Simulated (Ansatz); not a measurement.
## O: frozen-core PAW against all-electron methods

```
O
1.0
     2.56100    0.00000    0.00000
    -1.28050    2.21789    0.00000
     0.00000    0.00000    6.57500
O
4
Cartesian
  0.0000 1.4786 1.0586
  1.2805 0.7393 4.3461
  0.0000 1.4786 2.2289
  1.2805 0.7393 5.5164
```

Atoms are numbered in the order listed.

The conventional cell has a = 2.561 Å, b = 2.561 Å, c = 6.575 Å, α = 90.00°, β = 90.00°, γ = 120.00°. O (atom 1) is surrounded by 1 O at 1.17 Å.

The cell comes from COD entry 9017498, which wasn't checked; take it as a given geometry.

Solid oxygen carries moments on its molecules; these runs leave spin out.

Methods: DFT, PBEsol, PAW with Ansatz's default frozen-core files, scalar-relativistic (Ansatz 0.2.0); DFT, PBEsol, all-electron PAW with datasets made for the crystal, scalar-relativistic (Ansatz 0.2.0); DFT, PBEsol, all-electron LAPW, scalar-relativistic (Ansatz 0.2.0).

For PAW: a Γ-centred 13×13×5 k mesh, Fermi–Dirac smearing of 0.03 eV, cutoff 420 eV, no spin polarisation; the PAW files were made with PBE, and the program remakes their frozen cores for this functional. The crystal-made all-electron datasets (AE datasets) take a cutoff of 1040 eV at this cell. LAPW targets a basis error of 1 meV/atom. The Ansatz runs share mesh, smearing and spin set-up. Plane-wave (PAW) pressures include the program's estimate of the Pulay term.

Stress and pressure are positive in compression.

Levels count from the Fermi level.

```
                      quantity     PAW  AE datasets    LAPW
                pressure (GPa)   10.70        11.25   11.24
               stress xx (GPa)   -5.10        -5.08   -5.09
               stress zz (GPa)       ?        43.92   43.91
         force on O1, z (eV/Å)       ?       -2.766  -2.765
highest filled level at Γ (eV)  -6.166       -6.165  -6.165
  lowest empty level at Γ (eV)   1.039        1.038   1.038
highest filled level at H (eV)  -0.848       -0.849  -0.849
highest filled level at K (eV)  -0.346       -0.342  -0.342
```

(1) Give the missing entry: row "stress zz (GPa)", column "PAW".

(2) Give the missing entry: row "force on O1, z (eV/Å)", column "PAW".

Results:

(1) 42.32.

(2) -2.592.
